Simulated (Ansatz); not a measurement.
PbS:
```cif
data_Pb2S2
_chemical_formula_sum 'Pb2 S2'
_space_group_name_H-M_alt 'P 1'
_space_group_IT_number 1
_cell_length_a 5.10078
_cell_length_b 5.10078
_cell_length_c 4.12701
_cell_angle_alpha 90.000
_cell_angle_beta 90.000
_cell_angle_gamma 90.000
loop_
_space_group_symop_operation_xyz
  'x, y, z'
loop_
_atom_site_label
_atom_site_type_symbol
_atom_site_fract_x
_atom_site_fract_y
_atom_site_fract_z
_atom_site_occupancy
Pb1 Pb 0.50000 0.00000 0.30404 1
Pb2 Pb 0.00000 0.50000 0.69596 1
S1 S 0.00000 0.00000 0.00000 1
S2 S 0.50000 0.50000 0.00000 1
```

Relaxed with r²SCAN+D4.

**Question.** Which orbitals make up the states near the band edges in r²SCAN+D4 (plane waves, PAW; program Ansatz)?

**Answer.** Top 1 eV of the valence band: S 3p 80 %, Pb 6p 9 %, Pb 6s 9 %. Bottom 1 eV of the conduction band: Pb 6p 80 %, S 3p 11 %. Projections are on Löwdin-orthogonalised atomic valence shells; empty p or d shells of many metals are not among them.

**Question.** Tabulate the density of states.

**Answer.** States/eV per cell of 4 atoms, in 0.25 eV bins, energy from the valence-band maximum.

```tsv
E (eV)	total	S 3p	Pb 6p	Pb 6s
-7.87	3.58	0.66	0.08	2.69
-7.62	2.94	0.48	0.07	2.19
-7.37	1.71	0.26	0.05	1.23
-7.12	1.16	0.17	0.05	0.80
-6.87	0.94	0.12	0.05	0.64
-6.62	0.80	0.09	0.04	0.54
-6.37	0.69	0.06	0.04	0.47
-6.12	0.59	0.04	0.04	0.41
-5.87	0.37	0.02	0.02	0.27
-5.62	0.20	0.01	0.01	0.16
-5.37	0.09	0.00	0.00	0.07
-5.12	0.00	0.00	0.00	0.00
-4.87	0.00	0.00	0.00	0.00
-4.62	0.00	0.00	0.00	0.00
-4.37	0.00	0.00	0.00	0.00
-4.12	0.08	0.05	0.03	0.00
-3.87	1.01	0.61	0.37	0.01
-3.62	2.47	1.55	0.82	0.05
-3.37	2.78	1.78	0.88	0.06
-3.12	2.59	1.70	0.78	0.05
-2.87	3.06	2.06	0.87	0.05
-2.62	1.95	1.28	0.55	0.06
-2.37	1.82	1.22	0.48	0.07
-2.12	2.74	1.92	0.63	0.11
-1.87	3.30	2.41	0.67	0.14
-1.62	4.60	3.36	0.89	0.24
-1.37	3.59	2.68	0.66	0.17
-1.12	3.65	2.71	0.62	0.23
-0.87	3.80	2.98	0.46	0.27
-0.62	3.92	3.15	0.39	0.30
-0.37	5.41	4.37	0.43	0.51
-0.12	1.23	0.99	0.06	0.16
0.13	0.00	0.00	0.00	0.00
0.38	0.00	0.00	0.00	0.00
0.63	0.00	0.00	0.00	0.00
0.88	0.00	0.00	0.00	0.00
1.13	0.22	0.03	0.17	0.00
1.38	0.64	0.08	0.52	0.01
1.63	0.56	0.05	0.45	0.01
1.88	0.75	0.09	0.59	0.02
2.13	1.12	0.15	0.84	0.03
2.38	1.59	0.23	1.14	0.04
2.63	2.43	0.37	1.72	0.07
2.88	2.74	0.47	1.88	0.07
3.13	2.83	0.57	1.87	0.07
3.38	2.90	0.60	1.89	0.07
3.63	2.44	0.52	1.60	0.05
3.88	2.52	0.59	1.64	0.02
4.13	2.44	0.54	1.62	0.02
4.38	2.74	0.57	1.84	0.04
4.63	2.40	0.55	1.58	0.03
4.88	2.27	0.51	1.52	0.03
5.13	1.91	0.41	1.29	0.02
5.38	1.79	0.34	1.21	0.01
5.63	2.93	0.49	2.02	0.01
5.88	4.81	0.80	3.33	0.02
```

Space group P4/nmm. The start of the workflow was typed in or built on a structure type; neither database checked (COD, Materials Project) lists it. It is not the phase usual at ambient conditions (space group No. 225). The cell was relaxed with r²SCAN+D4 under the symmetry of its start. At this level the phase is mechanically unstable. The volume moved by -18 % from the start of the relaxation. Scalar-relativistic: spin–orbit coupling is off unless named, which matters more the heavier the elements.

Potentials: the earlier of the program's two PAW sets.
